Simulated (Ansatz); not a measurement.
Space group Cmcm (No. 63). a = 3.878 Å, b = 10.216 Å, c = 10.238 Å, α = 90.00°, β = 90.00°, γ = 90.00°
```
atom site symmetry x y z
  Ta    4c m2m  0.0000  0.1988  0.7500
  Ta    8f m..  0.0000  0.1337  0.0593
   N    4c m2m  0.5000  0.2641  0.7500
   N    8f m..  0.0000  0.0470  0.6199
   N    8f m..  0.0000  0.3087  0.5733
```

Equation of state of this Ta3N5 structure (not necessarily the ground state), with shape and atoms relaxed at each volume where symmetry leaves them free. These are results of DFT PBEsol, scalar-relativistic, plane waves, PAW in Ansatz, not measurements.

Plane waves to 420 eV, a k mesh through Γ of 8×8×4 on the computed 16-atom cell and Gaussian smearing (0.02 eV); no spin polarisation.

```json
{"V (Å³/atom)": "11.153", "E − E(largest V) (meV/atom)": "94.76", "P (GPa)": "41.93", "gap on mesh (eV)": "1.01"}
{"V (Å³/atom)": "11.534", "E − E(largest V) (meV/atom)": "10.92", "P (GPa)": "29.03", "gap on mesh (eV)": "1.06"}
{"V (Å³/atom)": "11.914", "E − E(largest V) (meV/atom)": "-44.36", "P (GPa)": "17.85", "gap on mesh (eV)": "1.10"}
{"V (Å³/atom)": "12.294", "E − E(largest V) (meV/atom)": "-75.03", "P (GPa)": "8.23", "gap on mesh (eV)": "1.13"}
{"V (Å³/atom)": "12.674", "E − E(largest V) (meV/atom)": "-84.52", "P (GPa)": "-0.03", "gap on mesh (eV)": "1.15"}
{"V (Å³/atom)": "13.054", "E − E(largest V) (meV/atom)": "-75.87", "P (GPa)": "-7.07", "gap on mesh (eV)": "1.17"}
{"V (Å³/atom)": "13.435", "E − E(largest V) (meV/atom)": "-51.81", "P (GPa)": "-13.04", "gap on mesh (eV)": "1.19"}
{"V (Å³/atom)": "13.942", "E − E(largest V) (meV/atom)": "0.00", "P (GPa)": "-19.43", "gap on mesh (eV)": "1.21"}
```

Fit a third-order Birch–Murnaghan equation to E(V).

V0 = 12.67 Å³/atom, B0 = 252 GPa, B0' = 4.2.

Spin-orbit coupling is left out, which matters for the bands of heavy elements.

The gaps are read on the mesh, which can miss the band edges, so they can be too wide.

Cost: 8 runs of about 70 core-minutes in all, on Arm Neoverse V2 (shared hosts).